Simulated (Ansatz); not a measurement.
AlPd:
```
AlPd
1.0
    0.00000     2.54475     2.54475
    2.54475     0.00000     2.54475
    2.54475     2.54475     0.00000
Pd Al
1 1
Direct
  0.00000   0.00000   0.00000
  0.50000   0.50000   0.50000
```

Relaxed with r²SCAN. Special points in fractions of this cell's reciprocal vectors: Γ (0.000, 0.000, 0.000); X (0.500, 0.000, 0.500); U (0.625, 0.250, 0.625); K (0.375, 0.375, 0.750); L (0.500, 0.500, 0.500); W (0.500, 0.250, 0.750).

List the band energies nearest the Fermi level at these points for the program Ansatz at the r²SCAN with spin–orbit coupling level (PAW).

In eV from the Fermi level; about four levels below and three above (degenerate sets whole), none deeper than 8.9 eV; points with the same levels are listed once.

```json
[
 {"k": "Γ", "below": "-3.91 -3.91 -3.91 -3.91", "above": "5.66 5.66 5.88 5.88 5.88 5.88"},
 {"k": "X", "below": "-2.75 -2.75 -0.28 -0.28", "above": "1.30 1.30 1.49 1.49"},
 {"k": "U", "below": "-1.17 -1.17 -0.01 -0.01", "above": "2.92 2.92 7.07 7.07"},
 {"k": "L", "below": "-3.08 -3.08 -1.49 -1.49", "above": "6.73 6.73 7.00 7.00"},
 {"k": "W", "below": "-0.50 -0.50 -0.43 -0.43", "above": "0.72 0.72 10.81 10.81"}
]
```

Space group Fm-3m (rock salt). The start of the workflow was typed in or built on a structure type; neither database checked (COD, Materials Project) lists it. Whether it is the stable phase at ambient conditions was not checked. The cell was relaxed with r²SCAN under the symmetry of its start. At this level the phase is mechanically unstable. The run is not spin-polarised.

Potentials: the earlier of the program's two PAW sets.
